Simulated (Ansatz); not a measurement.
Si2W:
```cif
data_Si4W2
_chemical_formula_sum 'W2 Si4'
_space_group_name_H-M_alt 'I4/mmm'
_space_group_IT_number 139
_space_group_name_Hall '-I 4 2'
_cell_length_a 3.21123
_cell_length_b 3.21123
_cell_length_c 7.80484
_cell_angle_alpha 90.000
_cell_angle_beta 90.000
_cell_angle_gamma 90.000
loop_
_atom_site_label
_atom_site_type_symbol
_atom_site_symmetry_multiplicity
_atom_site_Wyckoff_symbol
_atom_site_fract_x
_atom_site_fract_y
_atom_site_fract_z
_atom_site_occupancy
W1 W 2 a 0.00000 0.00000 0.00000 1
Si1 Si 4 e 0.00000 0.00000 0.33481 1
```
(The calculation used a cell of 3 atoms; values per cell refer to that cell.)

Relaxed at zero pressure with DFT-r²SCAN in the program Ansatz with PAW potentials.

Task: The volume is raised by 3 % and shape and atoms relax at that volume. What pressure results, and how do the axes share the change?

Result: -6.4 GPa; a 1.1 %, b 1.1 %, c 0.8 %; the energy rises by 8 meV/atom.

Task: Give the new structure.

Result: 
Space group I4/mmm (No. 139); a = b = 3.2457 Å, c = 7.8694 Å, α = β = γ = 90.00°

```tsv
atom	site	symmetry	x	y	z
W	2a	4/mmm	0.0000	0.0000	0.0000
Si	4e	4mm	0.0000	0.0000	0.3353
```

The phase is kept; no other phase was compared at this pressure.

Symmetry was held in the r²SCAN relaxation. The run is not spin-polarised. Spin–orbit coupling is left out wherever it is not named.

Potentials: the later of the program's two PAW sets.
